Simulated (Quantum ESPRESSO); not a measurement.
## Mg4Se2SO (input and log of a self-consistent run)

A calculation, not a measurement. The program is pw.x of Quantum ESPRESSO 7.5 (plane-wave density functional theory). The cell is made up: 8 atoms on a zincblende/diamond lattice, with randomly drawn elements, strain and displacements, not relaxed. PseudoDojo standard norm-conserving files (v0.5 for PBE, v0.4.1 for LDA and PBEsol) set the functional; there is no spin polarisation, spin-orbit coupling or dispersion term, and the masses in the input are unused placeholders.

Input:

```
&control calculation='scf', pseudo_dir='./dojo.nc.sr.pbe.v0_5.standard.upf', outdir='./o', disk_io='medium', tprnfor=.true., tstress=.true. /
&system ibrav=0, nat=8, ntyp=4, nbnd=48, ecutwfc=85.99341389, nosym=.true., tot_charge=0,
 occupations='smearing', smearing='fd', degauss=0.0018374661
/
&electrons conv_thr=7.350e-09, electron_maxstep=60, /
ATOMIC_SPECIES
Mg 1.0 Mg.upf
O 1.0 O.upf
S 1.0 S.upf
Se 1.0 Se.upf
CELL_PARAMETERS angstrom
6.0049 -0.0067 -0.061
-0.0067 5.8033 0.0848
-0.061 0.0848 5.9982
ATOMIC_POSITIONS angstrom
Mg 0.0043 -0.035 -0.0355
Mg 0.0788 2.9322 3.0418
Mg 2.8696 -0.0365 3.0818
Mg 2.9931 2.9902 0.0011
Se 1.5102 1.5467 1.5795
S 1.3742 4.5056 4.5257
O 4.3324 1.5484 4.5695
Se 4.4422 4.1361 1.521
K_POINTS automatic
4 4 4 1 1 1
```

The log is shortened where brackets say so; the opening notice, blank lines, dates and the lines on written files are dropped, and the path of the files is cut. It prints rydbergs, bohrs and kilobars, and counts compression as positive stress.

```
     Program PWSCF v.7.5
     Parallel version (MPI & OpenMP), running on       1 processor cores
     Number of MPI processes:                 1
     Threads/MPI process:                     1
     [start-up lines left out]
     bravais-lattice index     =            0
     lattice parameter (alat)  =      11.3482  a.u.
     unit-cell volume          =    1410.1435 (a.u.)^3
     number of atoms/cell      =            8
     number of atomic types    =            4
     number of electrons       =        84.00
     number of Kohn-Sham states=           48
     kinetic-energy cutoff     =      85.9934  Ry
     charge density cutoff     =     343.9737  Ry
     scf convergence threshold =      7.3E-09
     mixing beta               =       0.7000
     number of iterations used =            8  plain     mixing
     Exchange-correlation= PBE
                           (   1   4   3   4   0   0   0)
     [axes and pseudopotential details left out]
   Cartesian axes
     site n.     atom                  positions (alat units)
         1        Mg     tau(   1) = (   0.0007160  -0.0058283  -0.0059115  )
         2        Mg     tau(   2) = (   0.0131219   0.4882757   0.5065265  )
         3        Mg     tau(   3) = (   0.4778514  -0.0060781   0.5131874  )
         4        Mg     tau(   4) = (   0.4984169   0.4979340   0.0001832  )
         5        Se     tau(   5) = (   0.2514815   0.2575595   0.2630215  )
         6        S      tau(   6) = (   0.2288345   0.7502814   0.7536285  )
         7        O      tau(   7) = (   0.7214398   0.2578426   0.7609221  )
         8        Se     tau(   8) = (   0.7397239   0.6887515   0.2532799  )
     number of k points=    32  Fermi-Dirac smearing, width (Ry)=  0.0018
                       cart. coord. in units 2pi/alat
        k(    1) = (   0.1264150   0.1276740   0.1246268), wk =   0.0625000
        k(    2) = (   0.1289543   0.1240184   0.3749966), wk =   0.0625000
     [further k points left out]
     Dense  grid:   152011 G-vectors     FFT dimensions: (  72,  72,  72)
     Estimated max dynamical RAM per process >     207.43 MB
     Initial potential from superposition of free atoms
     starting charge      83.9966, renormalised to      84.0000
     Starting wfcs are   46 randomized atomic wfcs +    2 random wfcs
     total cpu time spent up to now is       14.0 secs
     per-process dynamical memory:   149.9 Mb
     Self-consistent Calculation
     iteration #  1     ecut=    85.99 Ry     beta= 0.70
     Davidson diagonalization with overlap
     ethr =  1.00E-02,  avg # of iterations =  6.0
     total cpu time spent up to now is       52.3 secs
     total energy              =   -1015.07880538 Ry
     estimated scf accuracy    <       1.32827617 Ry
     iteration #  2     ecut=    85.99 Ry     beta= 0.70
     Davidson diagonalization with overlap
     ethr =  1.58E-03,  avg # of iterations =  6.3
     total cpu time spent up to now is       90.6 secs
     total energy              =   -1013.91412086 Ry
     estimated scf accuracy    <      10.64137479 Ry
     iteration #  3     ecut=    85.99 Ry     beta= 0.70
     Davidson diagonalization with overlap
     ethr =  1.58E-03,  avg # of iterations =  4.9
     total cpu time spent up to now is      126.0 secs
     total energy              =   -1015.72445151 Ry
     estimated scf accuracy    <       0.45172809 Ry
     iteration #  4     ecut=    85.99 Ry     beta= 0.70
     Davidson diagonalization with overlap
     ethr =  5.38E-04,  avg # of iterations =  2.0
     total cpu time spent up to now is      157.4 secs
     total energy              =   -1015.72748761 Ry
     estimated scf accuracy    <       0.12247765 Ry
     iteration #  5     ecut=    85.99 Ry     beta= 0.70
     Davidson diagonalization with overlap
     ethr =  1.46E-04,  avg # of iterations =  2.1
     total cpu time spent up to now is      188.6 secs
     total energy              =   -1015.72124324 Ry
     estimated scf accuracy    <       0.03329274 Ry
     iteration #  6     ecut=    85.99 Ry     beta= 0.70
     Davidson diagonalization with overlap
     ethr =  3.96E-05,  avg # of iterations =  7.3
     total cpu time spent up to now is      220.6 secs
     total energy              =   -1015.72599959 Ry
     estimated scf accuracy    <       0.00060759 Ry
     iteration #  7     ecut=    85.99 Ry     beta= 0.70
     Davidson diagonalization with overlap
     ethr =  7.23E-07,  avg # of iterations =  7.0
     total cpu time spent up to now is      254.4 secs
     total energy              =   -1015.72617301 Ry
     estimated scf accuracy    <       0.00003797 Ry
     iteration #  8     ecut=    85.99 Ry     beta= 0.70
     Davidson diagonalization with overlap
     ethr =  4.52E-08,  avg # of iterations =  2.0
     total cpu time spent up to now is      285.8 secs
     total energy              =   -1015.72617525 Ry
     estimated scf accuracy    <       0.00000849 Ry
     iteration #  9     ecut=    85.99 Ry     beta= 0.70
     Davidson diagonalization with overlap
     ethr =  1.01E-08,  avg # of iterations =  2.8
     total cpu time spent up to now is      321.0 secs
     total energy              =   -1015.72617642 Ry
     estimated scf accuracy    <       0.00000048 Ry
     iteration # 10     ecut=    85.99 Ry     beta= 0.70
     Davidson diagonalization with overlap
     ethr =  5.67E-10,  avg # of iterations =  3.9
     total cpu time spent up to now is      355.7 secs
     total energy              =   -1015.72617654 Ry
     estimated scf accuracy    <       0.00000014 Ry
     iteration # 11     ecut=    85.99 Ry     beta= 0.70
     Davidson diagonalization with overlap
     ethr =  1.70E-10,  avg # of iterations =  2.5
     total cpu time spent up to now is      387.4 secs
     End of self-consistent calculation
     [lines on levels left out]
!    total energy              =   -1015.72617656 Ry
     estimated scf accuracy    <          4.2E-09 Ry
     smearing contrib. (-TS)   =      -0.00000000 Ry
     internal energy E=F+TS    =   -1015.72617656 Ry
     The total energy is F=E-TS. E is the sum of the following terms:
     one-electron contribution =    -781.91787502 Ry
     hartree contribution      =     385.66147293 Ry
     xc contribution           =    -174.78252673 Ry
     ewald contribution        =    -444.68724774 Ry
     convergence has been achieved in  11 iterations
     Forces acting on atoms (cartesian axes, Ry/au):
     atom    1 type  1   force =    -0.04505176    0.03812901   -0.01809203
     atom    2 type  1   force =    -0.04068942   -0.01767252    0.05021016
     atom    3 type  1   force =     0.05565960    0.03970153    0.01530653
     atom    4 type  1   force =     0.00954141   -0.05932051   -0.06588485
     atom    5 type  4   force =    -0.00057333   -0.02610285   -0.02320340
     atom    6 type  3   force =    -0.00474201   -0.02092300    0.01681456
     atom    7 type  2   force =     0.00834191   -0.01365655    0.00337549
     atom    8 type  4   force =     0.01751360    0.05984489    0.02147354
     Total force =     0.166550     Total SCF correction =     0.000284
     Computing stress (Cartesian axis) and pressure
          total   stress  (Ry/bohr**3)                   (kbar)     P=      -44.67
  -0.00031395   0.00005163   0.00005082          -46.18        7.59        7.48
   0.00005163  -0.00030755  -0.00005027            7.59      -45.24       -7.40
   0.00005082  -0.00005027  -0.00028947            7.48       -7.40      -42.58
     init_run     :     12.24s CPU     13.87s WALL (       1 calls)
     electrons    :    348.17s CPU    373.39s WALL (       1 calls)
     forces       :      4.02s CPU      4.07s WALL (       1 calls)
     stress       :     15.38s CPU     15.50s WALL (       1 calls)
     [timing details left out]
     PWSCF        :   6m20.03s CPU   6m47.24s WALL
     JOB DONE.
```

In other units: free energy -13819.659 eV for the cell, pressure -4.47 GPa, largest force component 1.694 eV/Å. A rerun of this cell at 1467 eV and a 6 x 6 x 6 mesh moved values by no more than 0.003 eV in energy, 0.02 GPa in stress and 0.011 eV/Å in force.